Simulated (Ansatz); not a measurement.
Ag: opening a crack plane

Ag, P6_3/mmc, a = 2.905 Å, c = 9.467 Å. This isn't the element's structure at ambient conditions. Ansatz: r2SCAN, PAW, 500 eV, Γ-centred 18×18×3 mesh on 8 atoms, Gaussian smearing 0.15 eV; no spin polarisation. One cut on (001) per cell of 8 atoms is opened rigidly by x, between planes of Ag and Ag that stand 2.37 Å apart; y is the energy per area (7.309 Å², 1 eV/Å² = 16.02 J/m²).

| x (Å) | y (J/m²) |
| --- | --- |
| 0.00 | 0.000 |
| 0.25 | 0.141 |
| 0.50 | 0.418 |
| 0.75 | 0.706 |
| 1.00 | ? |
| 1.50 | 1.333 |
| 2.00 | 1.556 |
| 3.00 | 1.750 |
| 4.50 | 1.808 |
| 6.00 | 1.814 |

**Question.** Fit the universal binding curve y = W[1 − (1 + x/l) e^(−x/l)] to the other rows, give the peak stress, and predict the missing value.

**Answer.** Least squares gives W = 1.81 J/m² and l = 0.563 Å. The stress dy/dx peaks at x = l with W/(e l) = 11.8 GPa, for rigid faces. At x = 1.00: x/l = 1.776, y = 0.959 J/m². The run gave 0.960 J/m², so the fit is 0.001 J/m² too low, within the rms miss on the fitted rows (0.011 J/m²).

Cost: 12 runs of about 14 core-minutes in all, on AMD EPYC 9R45 (Zen 5) (shared hosts).